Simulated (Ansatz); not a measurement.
A trial cell of CaGaAs, before relaxation:

```
Ca Ga As
1.0
     4.28012    0.00000    0.00000
    -2.14006    3.70670    0.00000
     0.00000    0.00000    4.29869
Ca Ga As
1 1 1
Direct
  0.00000 0.00000 0.00000
  0.66667 0.33333 0.50000
  0.33333 0.66667 0.50000
```

All numbers below come from DFT PBE, scalar-relativistic, plane waves, PAW in Ansatz 0.2.0. Cutoff 420 eV, Gaussian smearing, Γ-centred meshes. Cell and atoms relax on a converged mesh. In metals the finer mesh still leaves noise of several meV/atom or more. The steps can't lower the symmetry of their start. No spin polarisation.

A guess keeps its type if space group and coordination stay and the shape of the cell changes little (axis ratios within about 15 %, angles within 6°); the volume may change.

Q: Does this structure survive the relaxation?

A: It keeps its type. The symmetry stays P-6m2 (No. 187). The volume per atom grows by 4.2 %, from 22.7 to 23.7 Å³. The shortest distance goes from 2.47 Å (Ga–As) to 2.59 Å (Ga–As). The ratio c/a of the conventional cell changes by a factor of 0.91. Counting neighbours within 15 % of an atom's shortest distance, the start has As 3, Ca 12, Ga 3 and the end As 3, Ca 12, Ga 3.

Energies over the elements count from the elements' standard structures at the same level, with no fitted energy shifts.

Q: At what energy does it end?

A: −0.58 eV/atom. It lies below the elements, which doesn't yet make it stable against other compounds or structures.

The last run used a 12×12×12 mesh for its 3-atom cell and Gaussian smearing of 0.10 eV. The reference form of As is held partly by dispersion forces, which this level lacks. A structure relaxed within its symmetry needn't be a true minimum.
